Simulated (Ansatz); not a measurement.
Bi2W, DFT, PBE, all-electron LAPW, scalar-relativistic (Ansatz 0.2.0), run on 1 thread of Intel(R) Xeon(R) Platinum 8488C (Sapphire Rapids) on a shared host.

The cell was built from the fluorite type and relaxed in the same program, and has space group Fm-3m; it needn't be a known or the stable phase.

Command: `ansatz run input.yaml --threads 1 --pin off --max-ram 3072MiB --backend cpu --events-out ev --progress --plain --runs-dir out`

```yaml
crystal:
  lattice:
    - [0.0, 3.4444720267, 3.4444720267]
    - [3.4444720267, 0.0, 3.4444720267]
    - [3.4444720267, 3.4444720267, 0.0]
  atoms:
    - { symbol: W, position: [0.0, 0.0, 0.0] }
    - { symbol: Bi, position: [0.25, 0.25, 0.25] }
    - { symbol: Bi, position: [0.75, 0.75, 0.75] }
kpoints:
  mp_grid: { grid: [10, 10, 10] }
  band_path:
    path:
      - [0.0, 0.0, 0.0]
      - [0.5, 0.0, 0.5]
      - [0.625, 0.25, 0.625]
      - [0.375, 0.375, 0.75]
      - [0.0, 0.0, 0.0]
      - [0.5, 0.5, 0.5]
      - [0.5, 0.25, 0.75]
      - [0.5, 0.0, 0.5]
    npoints: 14
scf:
  occupations: { method: fermi_dirac, width: 0.08 }
hamiltonian:
  xc: pbe
  pseudopotentials: { kind: all_electron, lapw: { basis_error: 0.001 } }
output:
  forces: true
  stress: true
  eigenvalues: true
  populations: true
  dos: { projected: true, de: 0.2, e_range: [-14, 8] }
```

Q: How large is the problem that the program sets up?

A: 47 irreducible k-points, 645 plane waves at Γ, 68 bands.

Q: Estimate the wall time.

A: 80 s of wall time for 8 SCF iterations. Times on shared machines scatter by tens of per cent.

Q: And the same cell and mesh by frozen-core PAW, asked for forces, stress, eigenvalues, efg, populations, bader, dos, write_density, write_potential, elf and the same band path, on the same hardware?

A: 33 s.

Q: And the same cell and mesh by crystal-made all-electron datasets, asked for forces, stress, eigenvalues, efg and the same band path, on the same hardware?

A: 50 s.
